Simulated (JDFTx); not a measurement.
Part of a log of JDFTx (a modified build) for germanic acid, GeH4O4 (SMILES [OH][Ge]([OH])([OH])[OH]), charge 0, multiplicity 1 (PBE, GBRV ultrasoft potentials, plane waves to 20/100 Ha):

```
unit cell volume = 8754.38
Chosen fftbox size, S = [  96  96  90  ]
unit cell volume = 8754.38
Chosen fftbox size, S = [  90  90  80  ]
  'O' pseudopotential, 'SLA  PW   PBE  PBE' functional
  6 valence electrons, 2 orbitals, 5 projectors, 737 radial grid points, with lMax = 2
  'Ge' pseudopotential, 'SLA  PW   PBX  PBC' functional
  14 valence electrons, 3 orbitals, 6 projectors, 873 radial grid points, with lMax = 2
  'H' pseudopotential, 'SLA  PW   PBX  PBC' functional
  1 valence electrons, 1 orbitals, 2 projectors, 615 radial grid points, with lMax = 0
Initialized 3 species with 9 total atoms.
Folded 1 k-points by 1x1x1 to 1 k-points.
nElectrons:  42.000000   nBands: 21   nStates: 1
average nbasis = 37399.000 , ideal nbasis = 37399.389
Correction to mu due to finite nuclear width = -0.00476018
   Cavity determined by nc: 0.00142 and sigma: 0.707107
   Nonlocal vdW cavity from gaussian model electron density with norm = 8 and sigma = 0.993594 bohr
   Charge asymmetry in cavity with sensitivity pCavity = 36.5 e-bohr/Eh
   Electrostatic cavity expanded by eta = 1.46 bohrs
   Weighted density cavitation model constrained by Nbulk: 0.0049383 bohr^-3, Pvap: 3.14029 kPa, Rvdw: 2.61727 bohr and sigmaBulk: 4.62e-05 Eh/bohr^2 at T: 298 K.
   Weighted density dispersion model using vdW pair potentials with single solvent site with sqrtC6eff: 0.77 SI.
[...]
	Linear fluid (dielectric constant: 78.4, screening length: 8.12261 Bohr) occupying 0.805509 of unit cell:	Completed after 16 iterations
[... later lines of the fluid solver are left out ...]
ElecMinimize: Iter:   0  Etot: -161.119611008191157  |grad|_K:  6.180e-05  alpha:  1.000e+00
ElecMinimize: Iter:   1  Etot: -161.122984093654480  |grad|_K:  3.615e-05  alpha:  1.123e+00  linmin: -7.419e-03
ElecMinimize: Iter:   2  Etot: -161.123704456307848  |grad|_K:  2.058e-05  alpha:  6.967e-01  linmin: -2.951e-04
[... lines cut ...]
ElecMinimize: Iter:   8  Etot: -161.124043965022537  |grad|_K:  6.372e-07  alpha:  8.912e-01  linmin: -1.651e-03
ElecMinimize: Iter:   9  Etot: -161.124044221183937  |grad|_K:  4.541e-07  alpha:  8.018e-01  linmin:  6.137e-03
ElecMinimize: Iter:  10  Etot: -161.124044302685775  |grad|_K:  3.717e-07  alpha:  4.563e-01  linmin:  1.037e-01
ElecMinimize: Iter:  11  Etot: -161.124044327875083  |grad|_K:  1.559e-07  alpha:  3.507e-01  linmin: -2.572e-01
ElecMinimize: Converged (|Delta Etot|<1.000000e-07 for 2 iters).

# Energy components:
   A_diel =       -0.0271525524191389
   Eewald =       59.9257261883284897
       EH =      201.3933073601484125
     Eloc =     -453.2858588235675938
      Enl =       24.1006859262855606
      Exc =      -45.2317717236771912
 Exc_core =       12.7196965693030020
       KE =       39.2813227277233281
-------------------------------------
     Etot =     -161.1240443278750831


	eMin: -1.101452 at state 0 ( [ +0.000000 +0.000000 +0.000000 ] spin 0 )
	HOMO: -0.272366 at state 0 ( [ +0.000000 +0.000000 +0.000000 ] spin 0 )
```

Q: Which solvation model was used?
A. SaLSA
B. SCCS (anion parameters)
C. CANDLE
D. linear PCM without cavity terms (LA12)

A: C, CANDLE. The liquid was water (dielectric constant 78.4), 0.5 M NaCl.
